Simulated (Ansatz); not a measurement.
Mo₂N:
```xyz
3
Lattice="1.4397 0.8312 4.9952 -1.4397 0.8312 4.9952 0.0000 -1.6625 4.9952" Properties=species:S:1:pos:R:3 pbc="T T T"
Mo     0.0000     0.0000     3.6395
Mo     0.0000     0.0000    11.3462
N      0.0000     0.0000     0.0000
```

Relaxed with r²SCAN. Special points in fractions of this cell's reciprocal vectors: Γ (0.000, 0.000, 0.000); T (0.500, 0.500, 0.500); H2 (0.815, 0.185, 0.500); H0 (0.500, -0.185, 0.185); L (0.500, 0.000, 0.000); S0 (0.343, -0.343, 0.000); S2 (0.657, 0.000, 0.343); F (0.500, 0.000, 0.500).

List the band energies nearest the Fermi level at these points for DFT-r²SCAN in the program Ansatz with PAW potentials.

In eV from the Fermi level; about four levels below and three above (degenerate sets whole), none deeper than 8.9 eV; points with the same levels are listed once.

| k | below | above |
|---|---|---|
| Γ | -1.85 -1.50 -1.50 -0.52 | 0.63 0.63 0.98 0.98 |
| T | -1.46 -1.46 -0.42 -0.42 | 0.27 1.31 1.31 |
| H2 | -3.27 -2.85 -2.32 -0.49 | 0.46 2.19 2.21 |
| L | -3.22 -1.36 -1.19 -0.37 | 2.88 3.03 3.11 |
| S0 | -3.37 -2.70 -2.41 -0.55 | 0.47 2.17 2.19 |
| F | -5.80 -5.05 -2.96 -0.99 | 0.13 1.65 2.30 |

Space group R-3m. The first step of the workflow began from a Materials Project structure, measured or hypothetical; the Crystallography Open Database copy checked does not list it. COD files the formula under space group No. 141. Its standing as an ambient phase is unchecked. The r²SCAN relaxation kept the symmetry of its start; its stability against distortions is not shown here. No spin polarisation was allowed. With an odd number of electrons in the cell and no spin polarisation, the count alone makes it a metal. Spin–orbit coupling is left out wherever it is not named.

Potentials: the earlier of the program's two PAW sets. The files were generated under PBE; for other functionals the program regenerates the frozen cores, and for LDA and PBEsol the local potential too.
